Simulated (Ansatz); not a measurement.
## SiC — field gradients at the nuclei

The cell is a COD entry (perhaps calculated rather than measured) whose atoms were relaxed with PBE, the cell held.

```xyz
12
Lattice="3.0810 0.0000 0.0000 -1.5405 2.6682 0.0000 0.0000 0.0000 15.1248" Properties=species:S:1:pos:R:3 pbc="T T T"
Si    0.0000    0.0000   -0.0044
Si    0.0000    0.0000    7.5580
Si    0.0000    1.7788    2.5185
Si    1.5405    0.8894   10.0809
Si    1.5405    0.8894    5.0365
Si    0.0000    1.7788   12.5989
C     0.0000    1.7788    0.6277
C     1.5405    0.8894    8.1901
C     1.5405    0.8894    3.1462
C     0.0000    1.7788   10.7086
C     0.0000    0.0000    5.6622
C     0.0000    0.0000   13.2246
```

Atom numbers follow the list; atoms alike are taken as one site, whose name carries the number of the first.

Computed with Ansatz: DFT, r2SCAN, plane waves and PAW (field gradients read without the response of the frozen cores, which leaves them typically 4 to 6 % off), scalar-relativistic, 500 eV cutoff, Γ-centred 10×10×2 k-points, Fermi–Dirac smearing 0.02 eV.

V_zz is the principal component of the electric field gradient with the largest magnitude, η = (V_xx − V_yy)/V_zz and C_Q = eQV_zz/h. Directions are in the Cartesian axes of the cell vectors above, for the atom listed; none is given where the gradient is under 0.02 or η is above 0.95.

Q: Give the quadrupolar parameters of the distinct sites.

A: 

| site | first atom | first shell | V_zz (10²¹ V/m²) | η | direction of V_zz (x, y, z) |
| --- | --- | --- | --- | --- | --- |
| Si1 | 1 | 4 C at 1.89–1.90 Å | -0.047 | 0.00 | 0.00 0.00 1.00 |
| Si3 | 3 | 4 C at 1.89 Å | 0.20 | 0.00 | 0.00 0.00 1.00 |
| Si5 | 5 | 4 C at 1.89 Å | 0.26 | 0.00 | 0.00 0.00 1.00 |
| C7 | 7 | 4 Si at 1.89 Å | 0.056 | 0.00 | 0.00 0.00 1.00 |
| C9 | 9 | 4 Si at 1.89 Å | 0.020 | 0.00 | – |
| C11 | 11 | 4 Si at 1.89–1.90 Å | 0.21 | 0.00 | 0.00 0.00 1.00 |

An axis of threefold or higher order runs through Si1, Si3, Si5, C7, C9 and C11, so V_zz lies along it and η is zero.
